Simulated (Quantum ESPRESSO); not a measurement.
GaSi3O7F, convergence and cost over cutoff and k mesh

Simulated, not a measurement. The program is pw.x of Quantum ESPRESSO 7.5 (plane-wave density functional theory). The cell is made up: 12 atoms on a rutile lattice, with randomly drawn elements, strain and displacements, not relaxed. PseudoDojo standard norm-conserving files (v0.5 for PBE, v0.4.1 for LDA and PBEsol) set the functional; there is no spin polarisation, spin-orbit coupling or dispersion term, and the masses in the input are unused placeholders.

Input of the run in row 4:

```
&control calculation='scf', pseudo_dir='./dojo.nc.sr.pbe.v0_5.standard.upf', outdir='./o', disk_io='low', tprnfor=.true., tstress=.true. /
&system ibrav=0, nat=12, ntyp=4, nbnd=43, ecutwfc=84.00895049, nosym=.true., tot_charge=0,
 occupations='smearing', smearing='fd', degauss=0.0018374661
/
&electrons conv_thr=7.350e-09, electron_maxstep=60, /
ATOMIC_SPECIES
F 1.0 F.upf
Ga 1.0 Ga.upf
O 1.0 O.upf
Si 1.0 Si.upf
CELL_PARAMETERS angstrom
4.2441 0.0242 -0.0132
0.0242 4.2425 0.0082
-0.0168 0.0104 5.5682
ATOMIC_POSITIONS angstrom
Ga -0.1608 0.0325 0.0664
Si 1.9732 2.0589 1.4317
Si -0.0806 0.1378 2.7496
Si 2.0008 2.0585 4.2394
O 1.3743 1.3078 -0.0487
O 2.9252 2.9596 -0.1296
O 3.3017 0.7443 1.4306
O 0.7507 3.3797 1.3132
O 1.3025 1.284 2.7916
O 2.9611 2.9686 2.7986
F 3.435 0.7904 4.1413
O 0.8303 3.3919 4.1223
K_POINTS automatic
5 5 4 1 1 1
```

The same cell was run at these settings. Meshes are shifted by half a step, and differences are from the last row, which is itself not exact.

| cutoff (eV) | k mesh | k points solved | threshold (eV) | free energy less the last row's (eV) | pressure (GPa) | largest stress difference (GPa) | largest force difference (eV/Å) | iterations | wall time (s) | k-point pools | processor |
| --- | --- | --- | --- | --- | --- | --- | --- | --- | --- | --- | --- |
| 800 | 2 x 2 x 2 | 4 | 1e-04 | 2.097 | -11.17 | 28.39 | 0.086 | 7 | 15 | 4 | AMD EPYC, older |
| 1143 | 2 x 2 x 2 | 4 | 1e-07 | -0.033 | 16.85 | 0.18 | 0.017 | 12 | 21 | 4 | AMD EPYC, older |
| 651 | 5 x 5 x 4 | 50 | 1e-07 | 16.864 | -126.24 | 144.12 | 0.425 | 10 | 51 | 4 | AMD EPYC, older |
| 1143 | 5 x 5 x 4 | 50 | 1e-07 | 0.003 | 16.84 | 0.03 | 0.002 | 12 | 136 | 4 | AMD EPYC, older |
| 1437 | 7 x 7 x 6 | 147 | 1e-07 | 0.000 | 16.87 | 0.00 | 0.000 | 12 | 467 | 4 | AMD EPYC, older |

Each pool is one process. Wall times include start-up and a band step at six k points, which weighs most on the coarsest meshes. The runs were on shared virtual cores whose load varied, so times are rough.